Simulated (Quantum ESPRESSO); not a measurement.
# Si2BPC4: a curve over one atom's position

Computed values, not a measurement. The program is pw.x of Quantum ESPRESSO 7.5 (plane-wave density functional theory). The cell is made up: 8 atoms on a wurtzite lattice, with randomly drawn elements, strain and displacements, not relaxed. PseudoDojo standard norm-conserving files (v0.5 for PBE, v0.4.1 for LDA and PBEsol) set the functional; there is no spin polarisation, spin-orbit coupling or dispersion term, and the masses in the input are unused placeholders.

Seven runs move atom 4 (Si, counted in the order of the input) along y and keep all else fixed.

Input of the run at +0.0158:

```
&control calculation='scf', pseudo_dir='./dojo.nc.sr.pbe.v0_5.standard.upf', outdir='./o', disk_io='medium', tprnfor=.true., tstress=.true. /
&system ibrav=0, nat=8, ntyp=4, nbnd=22, ecutwfc=82.02448710, nosym=.true., tot_charge=0,
 occupations='smearing', smearing='fd', degauss=0.0018374661
/
&electrons conv_thr=7.350e-09, electron_maxstep=60, /
ATOMIC_SPECIES
B 1.0 B.upf
C 1.0 C.upf
P 1.0 P.upf
Si 1.0 Si.upf
CELL_PARAMETERS angstrom
3.1097 -0.0131 -0.0191
-0.0227 5.3992 0.0705
-0.0313 0.0665 5.0446
ATOMIC_POSITIONS angstrom
Si -0.0908 0.0691 -0.0426
B 1.5449 2.6294 0.0357
P 1.4761 0.9721 2.6778
Si -0.0126 3.4901 2.5603
C 0.0477 0.0903 1.8358
C 1.6256 2.8512 2.0795
C 1.5274 0.9684 4.4033
C -0.0789 3.5507 4.4556
K_POINTS automatic
6 4 4 1 1 1
```

```
shift of atom 4 along y (Å)  free energy less that of the input shown (eV)  Fx on atom 4 (eV/Å)  Fy on atom 4 (eV/Å)  Fz on atom 4 (eV/Å)  pressure (GPa)  iterations
                    -0.1796                                         1.0762                5.021                6.604                4.238           -9.83          12
                    -0.0527                                         0.3188                4.069                5.190                3.305          -12.14          12
                    +0.0158                                         0.0000                3.548                4.080                2.849          -13.25          12
                    +0.0946                                        -0.2619                2.967                2.517                2.409          -14.32          13
                    +0.1185                                        -0.3157                2.797                1.983                2.300          -14.59          13
                    +0.1686                                        -0.3853                2.451                0.776                2.114          -15.06          13
                    +0.1850                                        -0.3946                2.342                0.354                2.068          -15.17          13
```

A cubic fit gives dFy/dy = -17.12 eV/Å² at zero shift. Across the table the free energy follows the integral of the force to within 0.1 meV. A rerun of one of the cells at 1347 eV and a 8 x 6 x 6 mesh moved values by no more than 0.003 eV in energy, 0.17 GPa in stress and 0.007 eV/Å in force.